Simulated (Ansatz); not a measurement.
Input file for Ansatz (a first-principles code):

Ansatz 0.2 input:
```yaml
crystal:
  lattice:
    - [5.560337469, 1.6278175941, 0.0]
    - [-5.560337469, 1.6278175941, 0.0]
    - [-2.8108570878, 0.0, 7.3795041127]
  atoms:
    - { symbol: Mg, position: [0.1646832814, 0.8353167186, 0.1280094424] }
    - { symbol: Mg, position: [0.8353167186, 0.1646832814, 0.8719905576] }
    - { symbol: Mg, position: [0.8561216708, 0.1438783292, 0.4724958549] }
    - { symbol: Mg, position: [0.1438783292, 0.8561216708, 0.5275041451] }
    - { symbol: Sn, position: [0.4515083763, 0.5484916237, 0.2147018151] }
    - { symbol: Sn, position: [0.5484916237, 0.4515083763, 0.7852981849] }
kpoints:
  mp_grid: { grid: [13, 13, 6] }
hamiltonian:
  xc: lda
  pseudopotentials: { kind: paw }
scf:
  occupations: { method: fermi_dirac, width: 0.1 }
phonons:
  method: dfpt
  response_accuracy: low
  eigenvectors: true
  rigid_motions: translations
```

Output (shortened):

```
Pseudopotential: Mg, paw, valence charge 10
Pseudopotential: Sn, paw, valence charge 14
Functional definition: SPW92
Crystal: 6 atoms, lattice volume = 133.587 Å³
Basis set: ecut = 420 eV, 2637 PW (Γ), exchange–correlation on 80×80×108 points (8 copies of the dense FFT grid, shifted against one another)
Bands: 41, of which v1, the nominal top of the filled ones, is band 34 counted from 1 (33 counted from 0)
Symmetry: 4 space group operations
k-points: 280 of 1014 (irreducible under 2 space group operations, time reversal used)
SCF iter   1: F=—  HF=-19366.278268 eV  |F-HF|=—  |Δ(HF+E_count)|=         —  Δρ=7.74e-3  dr2=6.45e-2  ethr=1.77e-3  ⟨swp⟩=8.9  Hψ=50876  notcnv=0  defer=11
preconditioner: auto → Kerker (q_TF=auto, 2.438 Å⁻¹)
SCF iter   2: F=—  HF=-19366.253116 eV  |F-HF|=—  |Δ(HF+E_count)|=   2.52e-2  Δρ=3.50e-3  dr2=2.18e-2  ethr=9.48e-5  ⟨swp⟩=2.4  Hψ=23284  notcnv=0  defer=13
SCF iter   3: F=—  HF=-19366.247646 eV  |F-HF|=—  |Δ(HF+E_count)|=   5.47e-3  Δρ=8.66e-4  dr2=2.84e-3  ethr=3.20e-5  ⟨swp⟩=2.5  Hψ=17810  notcnv=0  defer=14
SCF iter   4: F=—  HF=-19366.247001 eV  |F-HF|=—  |Δ(HF+E_count)|=   6.45e-4  Δρ=1.86e-4  dr2=6.05e-5  ethr=4.17e-6  ⟨swp⟩=2.0  Hψ=13368  notcnv=0  defer=15
SCF iter   5: F=—  HF=-19366.246985 eV  |F-HF|=—  |Δ(HF+E_count)|=   1.61e-5  Δρ=4.53e-5  dr2=3.88e-6  ethr=8.89e-8  ⟨swp⟩=2.0  Hψ=16674  notcnv=0  defer=15
SCF iter   6: F=—  HF=-19366.246978 eV  |F-HF|=—  |Δ(HF+E_count)|=   7.33e-6  Δρ=1.66e-5  dr2=4.58e-7  ethr=5.71e-9  ⟨swp⟩=2.0  Hψ=16508  notcnv=0  defer=18
SCF iter   7: F=—  HF=-19366.246977 eV  |F-HF|=—  |Δ(HF+E_count)|=   2.89e-7  Δρ=3.33e-6  dr2=3.61e-8  ethr=6.73e-10  ⟨swp⟩=2.0  Hψ=16496  notcnv=0  defer=18
SCF iter   8: F=—  HF=-19366.246977 eV  |F-HF|=—  |Δ(HF+E_count)|=   7.86e-9  Δρ=6.46e-7  dr2=9.01e-10  ethr=5.32e-11  ⟨swp⟩=2.0  Hψ=13577  notcnv=0  defer=19
SCF iter  10: F=-19366.246977 eV  HF=-19366.246977 eV  |F-HF|=0.00e0  |Δ(HF+E_count)|=  2.91e-11  Δρ=5.05e-8  dr2=3.26e-12  ethr=1.00e-12  ⟨swp⟩=6.9  Hψ=54187  notcnv=0
SCF 1 converged in 10 iterations: F = -19366.246977 eV  dr2 = 3.26e-12
DFPT response loops at Γ: preconditioner auto → Kerker (q_TF=auto, 2.438 Å⁻¹) (partly filled bands, converged f_vac=0.000) …
SCF converged after 10 iterations
Free energy (F): -19366.246977 eV
Harris-Foulkes:  -19366.246977 eV  (|F-HF|=0.00e0)
Internal energy: -19366.166626 eV  (E = F + TS)
E sigma→0 (E₀):  -19366.206802 eV
Entropy (-TS):   -0.080351 eV (-13.392 meV/atom)
Fermi energy:    8.392993 eV
--- Per-component energies (eV) ---
  E_band       = -1552.717450
  E_kinetic    = 682.104165
  E_local      = -7970.162332  (includes V_loc(G=0)·N_el)
  E_nonlocal   = 330.397869
  E_hartree    = 3289.903666
  E_xc         = -874.098107
  E_vxc        = -348.064241  (∫ρ·V_xc dr)
  E_paw        = -9075.507984  (= ΣΔE_a)
  E_vpaw       = -826.800241  (= ΣTr[D̂ρ^β])
  E_aug_tail   = 0.000002  (compensation charges beyond the density's cutoff)
  E_ewald      = -5750.255620
  E_core_change = 1.451714  (= ΣΔE_core)
  E_smearing   = -0.080351  (= −TS)
  E_closure    =  0.000000  (closes the sum)
  Σ components = -19366.246977   (vs F -19366.246977, Δ=0.00e0)
  [band-id]    e_kinetic+e_local+e_nonlocal+2·e_hartree+e_vxc+e_vpaw+e_augmentation_tail = -1552.717445   (vs E_band -1552.717450, Δ=4.98e-6)
--- Band table (eV; the first three rows and the last of 280) ---
  k-point 0: bands = ["-67.2554", "-67.2551", "-67.0989", "-67.0958", "-34.6874", "-34.6840", "-34.6796", "-34.6793", "-34.6776", "-34.6758", "-34.5389", "-34.5312", "-34.5277", "-34.5200", "-34.5143", "-34.5051", "-12.9287", "-12.9222", "-12.7889", …
  k-point 1: bands = ["-67.2554", "-67.2551", "-67.0989", "-67.0958", "-34.6874", "-34.6840", "-34.6796", "-34.6793", "-34.6776", "-34.6758", "-34.5389", "-34.5312", "-34.5277", "-34.5200", "-34.5143", "-34.5051", "-12.9284", "-12.9225", "-12.7886", …
  k-point 2: bands = ["-67.2554", "-67.2551", "-67.0989", "-67.0958", "-34.6874", "-34.6840", "-34.6796", "-34.6793", "-34.6777", "-34.6757", "-34.5389", "-34.5312", "-34.5277", "-34.5200", "-34.5143", "-34.5051", "-12.9275", "-12.9233", "-12.7892", …
  k-point 279: bands = ["-67.2553", "-67.2552", "-67.0980", "-67.0966", "-34.6870", "-34.6846", "-34.6798", "-34.6791", "-34.6779", "-34.6754", "-34.5316", "-34.5291", "-34.5258", "-34.5211", "-34.5165", "-34.5132", "-12.9282", "-12.9225", "-12.7886", …
--- Phonons (Γ-DFPT): 9 representative perturbations + reference, on 280 of 1014 k-points (Σ response iterations 27) ---
  ASR residual: 1.280e-4 → 0.000e0 eV/Å²; symmetrization residual: 1.392e-4 eV/Å²
  ASR residual per site (eV/Å²): 3.71e-5 3.71e-5 7.70e-5 7.70e-5 1.28e-4 1.28e-4
  Γ frequencies (cm⁻¹): 0.00 0.00 0.00 48.45 52.17 77.98 99.77 108.06 115.41 119.19 148.08 149.58 155.18 176.65 183.70 205.97 213.16 266.33
  non-analytic LO–TO correction: not included (Born effective charges unavailable; polar crystals: no LO–TO splitting at Γ)
```

Cost: about 16 core-minutes (a rough figure) on shared cores.

Space group C2/m. The first step of the workflow began from a Materials Project structure, measured or hypothetical; the Crystallography Open Database copy checked does not list it. COD files the formula under space group No. 225, 227, so this cell is another polymorph or a model. Whether it is the stable phase at ambient conditions was not checked. The cell was relaxed with LDA under the symmetry of its start; of distortions, only those at the zone centre were tested. As this level gives no gap, phonon frequencies hold no LO–TO term and depend on the k-mesh and smearing (Fermi–Dirac, 0.1 eV here). Scalar-relativistic: spin–orbit coupling is off unless named, which matters more the heavier the elements.

Potentials: the later of the program's two PAW sets.

Ansatz is a plane-wave DFT program.
